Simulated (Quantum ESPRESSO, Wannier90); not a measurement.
ZnO (wurtzite): Wannier90 run

```
begin unit_cell_cart
ang
    3.2373498524    0.0000000000    0.0000000000
   -1.6186749262    2.8036272131    0.0000000000
    0.0000000000    0.0000000000    5.2220600000
end unit_cell_cart
begin atoms_frac
Zn  -0.3333333333  0.3333333333 -0.4994100000
Zn   0.3333333333 -0.3333333333  0.0005900000
O   -0.3333333333  0.3333333333 -0.1202800000
O    0.3333333333 -0.3333333333  0.3797200000
end atoms_frac
```

Structure: Materials Project mp-2133, symmetrised, not relaxed again. COD (Crystallography Open Database) has the formula in 2 space groups, this one among them (matched by group alone). Method: PBEsol plane waves in Quantum ESPRESSO 7.5 (PseudoDojo norm-conserving files, 68 Ry, no spin polarisation, no spin-orbit coupling), Bloch states on a 12×12×4 mesh through Γ, Wannier90 4.0.1. Density: 12×12×6 mesh, Gaussian smearing 0.01 Ry.

Bands 9-26 form an isolated set from -17.99 to 0.00 eV relative to the valence-band maximum (on the path) and are turned into 18 Wannier functions by minimising the spread from the start: s functions at random places.

Q: Where do the functions sit, how wide are they and what are they made of?

A: 
```
functions  spread (Å²)  nearest atom, distance (Å)  second atom, distance (Å)           weight on atomic waves
---------  -----------  --------------------------  -------------------------  -------------------------------
1                 0.38                     Zn 0.01                     O 1.97                      Zn 3d 100 %
9                 0.39                     Zn 0.02                     O 1.96                      Zn 3d 100 %
8                 0.79                      O 0.40                    Zn 1.58  O 2p 66 %, O 2s 23 %, Zn 4s 8 %
```

Ω_I = 9.15 Å², Ω_total = 10.19 Å²; the interpolated bands follow pw.x to 3.1 meV rms on the path. It is the lowest total spread that any start reached here.
